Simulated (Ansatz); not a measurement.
# A plane-wave run on Sc3SnB

The input, for Ansatz 0.2.0 (plane waves, PAW):

```yaml
crystal:
  lattice:
    - [4.528688, -0.024241, -4.529471]
    - [-0.04263, 4.593358, -0.018389]
    - [4.565763, -0.061019, 4.566546]
  atoms:
    - { symbol: Sc, position: [0.262677, 0.528182, 0.771177] }
    - { symbol: Sc, position: [0.742808, 0.518179, 0.244032] }
    - { symbol: Sc, position: [0.980996, 0.005305, 0.511772] }
    - { symbol: Sc, position: [0.483789, 0.980208, 0.965934] }
    - { symbol: Sc, position: [0.2322, 0.456292, 0.240231] }
    - { symbol: Sc, position: [0.751722, 0.45232, 0.756583] }
    - { symbol: Sn, position: [0.980238, 0.990769, 0.981316] }
    - { symbol: Sn, position: [0.51141, 0.036256, 0.513042] }
    - { symbol: B, position: [0.015958, 0.523525, 0.510859] }
    - { symbol: B, position: [0.494484, 0.515585, 0.029601] }
kpoints:
  mp_grid: { grid: [3, 4, 3], shift: [0.5, 0.0, 0.5] }
magnetization:
  spin_polarized: false
scf:
  occupations: { method: fermi_dirac }
  lower_state_search: "off"
  max_iter: 200
hamiltonian:
  pseudopotentials: { kind: paw }
  xc: r2scan
basis:
  ecutwfc: 500
  fft_grid_basis: typed
output:
  forces: true
  stress: true
  eigenvalues: true
  bader: true
  populations: true
  elf: true
  write_potential: true
  volumetric_format: npy
  dos:
    e_range: [-12, 8]
    de: 0.05
    projected: { site_lists: { B: [B], Sc: [Sc], Sn: [Sn] } }
checkpoint:
  read: saved_state
```

The run starts from an earlier solution of this cell. 

Output (shortened):

```
Free energy (F): -25239.2579 eV
Harris-Foulkes:  -25239.2579 eV  (|F-HF|=1.03e-8)
Internal energy: -25239.1793 eV  (E = F + TS)
E sigma→0 (E₀):  -25239.2186 eV
Entropy (-TS):   -0.0786 eV (-7.861 meV/atom)
Fermi energy:    11.1317 eV
--- Forces (eV/Å), atoms counted from 1 ---
  atom   1  Sc    -2.5242    -0.8821    -0.4511
  atom   2  Sc     1.8843    -0.3072     0.3834
  atom   3  Sc     0.3482    -0.0405    -0.9547
  atom   4  Sc     1.6326     1.5768     0.8036
  atom   5  Sc     0.6920     0.7980     0.4566
  atom   6  Sc     0.2250     1.6571    -0.0287
  atom   7  Sn     0.9466     0.0269     0.3249
  atom   8  Sn    -1.2019    -0.8421    -0.0013
  atom   9  B     -0.7270    -0.7948     0.7268
  atom  10  B     -1.2758    -1.1922    -1.2596
--- Stress (GPa, compression-positive) ---
        9.6273       1.7234      -0.1447
        1.7234       6.1288       0.4512
       -0.1447       0.4512       6.1599
  P = ⅓ Tr σ = 7.3053 GPa (73.053 kbar)
--- Bader charges: 10 sites ---
  site symbol  charge [e]  shift [e]
     0     Sc      1.4483     0.0000
     1     Sc      1.4829     0.0000
     2     Sc      1.4798     0.0000
     3     Sc      1.4439     0.0001
     4     Sc      1.4775     0.0000
     5     Sc      1.4544     0.0000
     6     Sn     -2.0913     0.0001
     7     Sn     -1.9955     0.0002
     8      B     -2.3326     0.0002
     9      B     -2.3674     0.0000
```

Total energies depend on the potentials used, so only differences within one code and one set of settings carry meaning.

Origin: a strained cell with displaced atoms, so it need not be a known compound. Caveats: the k mesh is coarse if the cell is a metal; atoms or cell far from equilibrium.
